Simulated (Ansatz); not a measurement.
**Clamped-ion strain scan in Pt**

These are results of Ansatz 0.2.0, DFT r2SCAN, scalar-relativistic, plane waves, PAW, not measurements. The runs took a 500 eV cutoff, a Γ-centred 22×22×22 mesh and Gaussian smearing (0.15 eV). Spin–orbit coupling is left out, which can shift energies with elements as heavy as these. No spin polarisation. Energies are free energies at this smearing, counted from the undisturbed cell; pressure is positive in compression.

Zero of the scan (as given, not relaxed at this level; it stands at -6.5 GPa; this bcc form isn't the usual structure):

```
Pt
1.0
    -1.58422    1.58422    1.58422
     1.58422   -1.58422    1.58422
     1.58422    1.58422   -1.58422
Pt
1
Cartesian
  0.0000 0.0000 0.0000
```

The cell is strained by ε times the Voigt pattern (0, 0, 0, 1, 0, 0) (xx, yy, zz, yz, xz, xy; engineering shear) with fractional coordinates fixed. The cell is metallic on the mesh throughout.

```
      ε  ΔE (meV/atom)
-0.1000           67.5
-0.0500           17.1
 0.0000            0.0
 0.0125            1.1
 0.0250            4.3
 0.0375            9.6
 0.0625           26.6
 0.0750           38.2
 0.0875           51.8
```

Predict the pressure (GPa) at each point.

| ε | pressure (GPa) |
| --- | --- |
| -0.1000 | -3.1 |
| -0.0500 | -5.6 |
| 0.0000 | -6.5 |
| 0.0125 | -6.4 |
| 0.0250 | -6.3 |
| 0.0375 | -6.0 |
| 0.0625 | -5.2 |
| 0.0750 | -4.6 |
| 0.0875 | -3.9 |